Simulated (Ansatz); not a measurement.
PbI₂:
```
PbI2
1.0
    4.46395     0.00000     0.00000
   -2.23198     3.86589     0.00000
    0.00000     0.00000    13.65014
Pb I
2 4
Cartesian
  2.23198   1.28863   6.82493
  0.00000   2.57726  13.65000
  2.23198   1.28863  11.78433
  0.00000   2.57726   4.95926
  0.00000   0.00000   1.86595
  0.00000   0.00000   8.69102
```

x, y and z are the axes in which the lattice vectors are written.

Give the high-frequency dielectric tensor and the Born effective charge tensors of the independent atoms from DFPT, LDA (plane waves, PAW; program Ansatz).


ε∞:
```
7.32  0.00  0.00
0.00  7.32  0.00
0.00  0.00  5.92
```
Z* of atom 1 (Pb), rows: field, columns: displacement, in e:
```
4.04  0.00  0.00
0.00  4.04  0.00
0.00  0.00  2.01
```
Z* of atom 3 (I), rows: field, columns: displacement, in e:
```
-2.00   0.00   0.00
 0.00  -2.00   0.00
 0.00   0.00  -0.98
```
Z* of atom 5 (I), rows: field, columns: displacement, in e:
```
-2.04   0.00   0.00
 0.00  -2.04   0.00
 0.00   0.00  -1.03
```

Static charges for comparison (Bader): Pb1 +0.84, I3 -0.42, I5 -0.42 e. Born charges measure polarisation by displacement and can exceed these by far.

Space group P6_3mc. The first step of the workflow began from a Materials Project structure, measured or hypothetical; the Crystallography Open Database files this formula in space group No. 186, but the cells were not matched. It is not the phase usual at ambient conditions (space group No. 164). Symmetry was held in the LDA relaxation; its stability against distortions is not shown here. A crystal of weakly bound layers computed without a dispersion correction: the cell and the soft elastic constants depend strongly on that. Scalar-relativistic: spin–orbit coupling is off unless named, which matters more the heavier the elements.

Potentials: the later of the program's two PAW sets.
